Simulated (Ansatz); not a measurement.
CdF2:
```
CELL_PARAMETERS angstrom
      0.00000     2.74062     2.74062
      2.74062     0.00000     2.74062
      2.74062     2.74062     0.00000
ATOMIC_POSITIONS crystal
  Cd 0.00000 0.00000 0.00000
  F  0.25000 0.25000 0.25000
  F  0.75000 0.75000 0.75000
```

DFT-PBE in the program Ansatz with PAW potentials gives a gap of 2.92 eV without spin–orbit coupling, maximum at W, minimum at Γ.

What happens when spin–orbit coupling is switched on?

The gap decreases by 0.01 eV, to 2.91 eV; maximum at W, minimum at Γ.

Give the electron effective mass with spin–orbit coupling.

0.38 mₑ (isotropic).

Give the hole effective mass with spin–orbit coupling.

2.1, 2.1, 7.6 mₑ (principal values).

Space group Fm-3m (fluorite). The PBE relaxation kept the symmetry of its start.

Potentials: the later of the program's two PAW sets.
